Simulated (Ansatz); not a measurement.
AlRu (rock salt, Fm-3m) under volume change, PBE (plane waves, PAW; program Ansatz), scaled uniformly.

```tsv
V (Å³/atom)	E − E(relaxed) (meV/atom)	P (GPa)
14.065	66.4	16.60
14.529	?	?
14.993	6.6	4.68
15.457	0.0	0.00
15.920	5.9	-3.98
16.384	?	?
16.848	48.2	-10.28
```

Question: Complete the blanks.

Answer: 
- 14.529, E − E(relaxed) (meV/atom): 27.9
- 14.529, P (GPa): 10.17
- 16.384, E − E(relaxed) (meV/atom): 22.5
- 16.384, P (GPa): -7.39

Question: What does a third-order Birch–Murnaghan fit give for V₀, B₀ and B′?

Answer: V₀ = 15.46 Å³/atom, B₀ = 144 GPa, B′ = 4.3.

The start of the workflow was typed in or built on a structure type; neither database checked (COD, Materials Project) lists it. COD files the formula under space group No. 221, so this cell is another polymorph or a model. Its standing as an ambient phase is unchecked. The PBE relaxation kept the symmetry of its start; whether a distortion lowers the energy is not shown. No spin polarisation was allowed. Its formation energy is positive at this level, so the cell may be metastable or incomplete.

Potentials: the later of the program's two PAW sets.
